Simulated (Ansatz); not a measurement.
MgS:
```xyz
2
Lattice="0.0000 2.5910 2.5910 2.5910 0.0000 2.5910 2.5910 2.5910 0.0000" Properties=species:S:1:pos:R:3 pbc="T T T"
Mg     0.0000     0.0000     0.0000
S      2.5910     2.5910     2.5910
```

Tensor components refer to the Cartesian frame of this cell.

Question: Give the high-frequency dielectric tensor and the Born effective charge tensors of the independent atoms from DFPT, PBEsol (plane waves, PAW; program Ansatz).

Answer: 
ε∞:
```
5.53  0.00  0.00
0.00  5.53  0.00
0.00  0.00  5.53
```
Z* of atom 1 (Mg), rows: field, columns: displacement, in e:
```
2.31  0.00  0.00
0.00  2.31  0.00
0.00  0.00  2.31
```
Z* of atom 2 (S), rows: field, columns: displacement, in e:
```
-2.31   0.00   0.00
 0.00  -2.31   0.00
 0.00   0.00  -2.31
```

Space group Fm-3m (rock salt). The cell was relaxed with PBEsol under the symmetry of its start.

Potentials: the later of the program's two PAW sets.
